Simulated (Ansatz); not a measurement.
Given:

SnSe$_{2}$:
```cif
data_Se8Sn4
_chemical_formula_sum 'Sn4 Se8'
_space_group_name_H-M_alt 'Fm-3m'
_space_group_IT_number 225
_space_group_name_Hall '-F 4 2 3'
_cell_length_a 6.88513
_cell_length_b 6.88513
_cell_length_c 6.88513
_cell_angle_alpha 90.000
_cell_angle_beta 90.000
_cell_angle_gamma 90.000
loop_
_atom_site_label
_atom_site_type_symbol
_atom_site_symmetry_multiplicity
_atom_site_Wyckoff_symbol
_atom_site_fract_x
_atom_site_fract_y
_atom_site_fract_z
_atom_site_occupancy
Sn1 Sn 4 a 0.00000 0.00000 0.00000 1
Se1 Se 8 c 0.25000 0.25000 0.25000 1
```
(The calculation used a cell of 3 atoms; values per cell refer to that cell.)

This is the PBE-relaxed structure.

Question: All from PBE in the plane-wave PAW code Ansatz, unless another level is named. Estimate the electronic character.

Answer: metallic (no gap).

Question: Give the formation energy from the elements (no fitted shifts).

Answer: 0.092 eV/atom.

Question: Give the density of states at the Fermi level.

Answer: 1.3 states/eV per atom (mean over ±0.08 eV).

The cell is a constructed one: a structure type filled with these elements; neither database checked (COD, Materials Project) lists it. COD files the formula under space group No. 164, 217, so this cell is another polymorph or a model. Its standing as an ambient phase is unchecked. The PBE relaxation kept the symmetry of its start; its stability against distortions is not shown here. The references are the lowest solids computed at this level, not always the standard phases. Spin–orbit coupling is left out wherever it is not named.

Potentials: the later of the program's two PAW sets.
